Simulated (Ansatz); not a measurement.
All numbers below come from Ansatz 0.2.0, DFT PBE, scalar-relativistic, plane waves, PAW. Plane waves to 420 eV, a 10×10×4 mesh through Γ for the 8-atom cell and 0.02 eV Gaussian smearing; no spin polarisation.

Energies over the elements count from the elements' standard structures at the same level, with no fitted energy shifts.

Q: Find a candidate tetragonal narrow-gap semiconductor made of Cd, Mg and Se, with a gap near 0.4 eV, a formation energy near −1.04 eV/atom and about 22 Å³ per atom, in a cell of 8 atoms. Its symmetry should be P4/mmm (No. 123).

A: Mg3CdSe4, space group P4/mmm (No. 123). Around Mg on a site of symmetry 4mm lie 6 Se at 2.75–2.83 Å; Mg on a site of symmetry 4/mmm is surrounded by 6 Se at 2.73–2.79 Å; around Cd lie 6 Se at 2.79–2.86 Å; Se on a site of symmetry 4mm has 5 Mg at 2.73–2.79 Å and 1 Cd at 2.86 Å; 2 more sites not described.

```
Mg Cd Se
1.0
     3.94046    0.00000    0.00000
     0.00000    3.94046    0.00000
     0.00000    0.00000   11.16933
Mg Cd Se
3 1 4
Cartesian
  1.9702 1.9702 2.8298
  0.0000 0.0000 5.5847
  1.9702 1.9702 8.3395
  0.0000 0.0000 0.0000
  0.0000 0.0000 2.8556
  1.9702 1.9702 5.5847
  0.0000 0.0000 8.3137
  1.9702 1.9702 0.0000
```

* Volume per atom: 21.68 Å³
* Density: 4.80 g/cm³
* Energy over the elements: −1.040 eV/atom
* Gap on the 10×10×4 mesh of the 8-atom cell: 0.39 eV

It was reached by relaxing an invented guess, and it needn't be the stable form of this composition. The answer needn't be unique; the calculation gave this one.

Kohn–Sham gaps at this level usually fall short of measured ones. The reference form of Se is held partly by dispersion forces, which this level lacks. Small gaps are read on the mesh alone, and bands can cross between its points. A later test with randomly moved atoms came back to the same energy, though modes that don't fit the test's cell weren't probed.
